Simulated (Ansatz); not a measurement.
With the program Ansatz at the PBEsol level (PAW), Mg in the cubic phase (Fd-3m; Mg on 8a, Mg on 16d) relaxes to a = 8.244 Å.

Electronic character: metallic (no gap).

An equation-of-state fit gives a bulk modulus of 35.3 GPa. The relaxed-ion elastic constants in GPa are C11 = 56.9, C12 = 24.5, C44 = 21.1. The elastic constants imply a Debye temperature near 384 K. The highest mode at Γ lies at 47.6 meV.

The start of the workflow was typed in or built on a structure type; neither database checked (COD, Materials Project) lists it. It is not the phase usual at ambient conditions (space group No. 194). The cell was relaxed with PBEsol under the symmetry of its start; its stability against distortions is not shown here. As this level gives no gap, shear constants depend on the k-mesh and smearing (Fermi–Dirac, 0.1 eV here).

Potentials: the later of the program's two PAW sets.
